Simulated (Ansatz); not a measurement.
## Equation of state of TlGaSe₂

A database entry relaxed whole under r2SCAN (I4/mcm):

```
Tl Ga Se
1.0
    -4.06661    4.06661    3.22804
     4.06661   -4.06661    3.22804
     4.06661    4.06661   -3.22804
Tl Ga Se
2 2 4
Direct
  0.25000 0.25000 0.00000
  0.75000 0.75000 0.00000
  0.75000 0.25000 0.50000
  0.25000 0.75000 0.50000
  0.65895 0.15895 0.81790
  0.15895 0.34105 0.50000
  0.34105 0.84105 0.18210
  0.84105 0.65895 0.50000
```

The cell was scaled uniformly, its shape held, and the atoms relaxed at each volume with plane-wave PAW DFT (Ansatz 0.2.0; r2SCAN, 500 eV, 6×6×6 Γ-centred mesh, fermi-dirac occupations of width 0.020 eV; no spin, no spin-orbit coupling). One row is withheld.

```
volume (Å³/atom)  energy over the lowest (meV/atom)  pressure (GPa)
          25.090                               10.9            2.31
          25.624                                4.6            1.45
          26.158                                1.1            0.68
          26.692                                0.0            0.00
          27.225                                1.0           -0.61
          27.759                                  ?               ?
          28.293                                8.6           -1.62
```

**Question.** Fit the pressures of the other rows to the third-order Birch-Murnaghan form.

**Answer.** With f = [(V₀/V)^(2/3) − 1]/2 and P = 3B₀f(1 + 2f)^(5/2)[1 + 3(B₀′ − 4)f/2], least squares gives V₀ = 26.69 Å³ an atom, B₀ = 32.1 GPa and B₀′ = 4.9; the rows miss the fit by less than 0.01 GPa. The slope of the energies differs from these pressures by less than 0.05 GPa.

**Question.** What does the withheld row hold?

**Answer.** The fit gives -1.14 GPa at 27.759 Å³; the run gave -1.14 GPa and 4.0 meV an atom.

Caveats: the shape of the cell was held, so B₀ is an upper bound where the axes differ in stiffness; 0 K, fixed nuclei; the symmetry was kept, and this need not be the phase that is stable at 0 K; one mesh for all volumes; no dispersion correction, so weakly bound layers stand too far apart; pressure is positive in compression.
